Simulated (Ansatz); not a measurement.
Gd (hcp, Mg type)

```xyz
2
Lattice="3.6484 0.0000 0.0000 -1.8242 3.1596 0.0000 0.0000 0.0000 5.8348" Properties=species:S:1:pos:R:3 pbc="T T T"
Gd     0.0000     2.1064     4.3761
Gd     1.8242     1.0532     1.4587
```

Scan: atom 2 (Gd, nearest neighbour Gd at 3.598 Å; its periodic images, 3.6 Å or more away, move with it) is displaced along Cartesian x, direction (1.000, 0.000, 0.000) in Cartesian axes, by s. The other atoms stay.

Method: PBE (plane waves to 420 eV, PAW, scalar-relativistic; Ansatz, a program for electronic structure). k mesh 12×12×7 (Γ-centred), Fermi-Dirac smearing 0.05 eV. The energy includes the smearing's −TS. With partly filled bands, energies and forces of such displacements shift with the k mesh and the smearing. Gd was relaxed with its symmetry unable to fall. Relaxed Gd ends ferromagnetic. The magnetic order is the one the run started from; other orders were not tried. The f-shell state is unchecked: a lower one may exist. ΔE is measured from the undisplaced structure.

Successive frames, forces in eV/Å:

```json
[
 {"frame": "s = 0.216 Å", "ΔE (meV/cell)": "23", "F on Gd1": "(0.211, 0.018, 0.000)", "F on Gd2": "(-0.211, -0.018, 0.000)"},
 {"frame": "s = 0.000 Å", "ΔE (meV/cell)": "0", "F on Gd1": "(0.000, 0.000, 0.000)", "F on Gd2": "(0.000, 0.000, 0.000)"},
 {"frame": "s = -0.216 Å", "ΔE (meV/cell)": "23", "F on Gd1": "(-0.211, 0.018, 0.000)", "F on Gd2": "(0.211, -0.018, 0.000)"},
 {"frame": "s = -0.432 Å", "ΔE (meV/cell)": "87", "F on Gd1": "(-0.373, 0.067, 0.000)", "F on Gd2": "(0.373, -0.067, 0.000)"}
]
```

What are the energy and the forces in the next frame, s = -0.648 Å?

ΔE (meV/cell) = 178.

| atom | Fx | Fy | Fz |
|---|---|---|---|
| Gd1 | -0.452 | 0.149 | 0.000 |
| Gd2 | 0.452 | -0.149 | 0.000 |

(A displaced cell: forces are minus the slopes of the energy, force constants its curvatures, and phonons follow from these.)
